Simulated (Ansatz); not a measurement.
The relaxed structure here is a generated cell of SrTiO3: the first start was made by placing the elements on the sites of a structure type, and the end was not matched to a known phase here, so it may be hypothetical. Known forms of SrTiO3 include space group No. 221.

The end point of a relaxation of SrTiO3. Space group R-3c (No. 167), AFLOW prototype ABC3_hR10_167_a_b_e (as in LiNbO3). Calculation: PBEsol (plane waves to 420 eV, PAW, scalar-relativistic; Ansatz, a quantum-chemistry and plane-wave program).

```cif
data_O18Sr6Ti6
_chemical_formula_sum 'Sr6 Ti6 O18'
_space_group_name_H-M_alt 'R-3c :H'
_space_group_IT_number 167
_space_group_name_Hall '-R 3 2"c'
_cell_length_a 5.50474
_cell_length_b 5.50474
_cell_length_c 13.44325
_cell_angle_alpha 90.000
_cell_angle_beta 90.000
_cell_angle_gamma 120.000
loop_
_atom_site_label
_atom_site_type_symbol
_atom_site_symmetry_multiplicity
_atom_site_Wyckoff_symbol
_atom_site_fract_x
_atom_site_fract_y
_atom_site_fract_z
_atom_site_occupancy
Sr1 Sr 6 a 0.00000 0.00000 0.25000 1
Ti1 Ti 6 b 0.00000 0.00000 0.00000 1
O1 O 18 e 0.47307 0.47307 0.25000 1
```
(The calculation used a cell of 10 atoms; values per cell refer to that cell.)

For SrTiO3, the volume per atom comes out as 11.76 Å³ and the band gap is 2.00 eV, direct within 0.03 eV (at Γ) (no spin-orbit coupling). The smallest direct gap is 2.00 eV at Γ and the shortest distances comes out as O–Ti 1.95 Å; O–Sr 2.60 Å; O–O 2.75 Å; Sr–Ti 3.36 Å. The k-mesh comes out as 7×7×7.

Band energies at high-symmetry points (eV from the VBM; labels of this space group; no spin-orbit coupling), from −5 eV up to 5.4 eV:

```json
[
 {"point": "Γ", "energies": "-4.56 -4.09 -4.09 -3.63 -3.63 -3.63 -2.72 -2.72 -2.69 -1.14 -1.07 -1.07 -0.25 -0.25 -0.21 -0.02 -0.01 -0.01 2.00 2.00 2.01 4.37 4.37 4.62 4.82 4.82"},
 {"point": "T", "energies": "-3.95 -3.95 -3.26 -3.26 -3.26 -3.26 -2.86 -2.86 -2.86 -2.86 -2.70 -2.70 -0.85 -0.85 -0.85 -0.85 -0.59 -0.59 3.49 3.49 3.56 3.56 3.56 3.56"},
 {"point": "H2", "energies": "-4.29 -4.29 -3.94 -3.94 -3.35 -3.35 -2.78 -2.78 -2.53 -2.53 -1.82 -1.82 -1.34 -1.34 -1.21 -1.21 -0.55 -0.55 3.12 3.12 3.90 3.90 4.07 4.07 5.33 5.33"},
 {"point": "H0", "energies": "-4.29 -4.29 -3.94 -3.94 -3.35 -3.35 -2.78 -2.78 -2.53 -2.53 -1.82 -1.82 -1.34 -1.34 -1.21 -1.21 -0.55 -0.55 3.12 3.12 3.90 3.90 4.07 4.07 5.33 5.33"},
 {"point": "L", "energies": "-3.99 -3.99 -3.30 -3.30 -3.22 -3.22 -2.91 -2.91 -2.88 -2.88 -2.68 -2.68 -0.93 -0.93 -0.70 -0.70 -0.54 -0.54 3.49 3.49 3.52 3.52 3.58 3.58"},
 {"point": "S0", "energies": "-4.35 -4.28 -4.08 -3.85 -3.34 -3.00 -2.88 -2.78 -2.78 -2.60 -1.64 -1.49 -1.43 -1.37 -1.34 -1.13 -0.88 -0.22 2.70 3.67 3.70 3.91 3.98 4.13 5.28"},
 {"point": "S2", "energies": "-4.35 -4.28 -4.08 -3.85 -3.34 -3.00 -2.88 -2.78 -2.78 -2.60 -1.64 -1.49 -1.43 -1.37 -1.34 -1.13 -0.88 -0.22 2.70 3.67 3.70 3.91 3.98 4.13 5.28"},
 {"point": "F", "energies": "-4.61 -4.45 -4.26 -4.11 -2.79 -2.78 -2.78 -2.77 -2.40 -2.26 -2.25 -2.01 -1.62 -1.46 -1.39 -0.62 -0.59 -0.01 2.15 3.82 3.89 3.93 4.01 4.33 4.71"}
]
```

No spin polarisation in the result.

The run could not lose the symmetry of its start: the end is stationary, and may be a saddle point rather than a minimum.
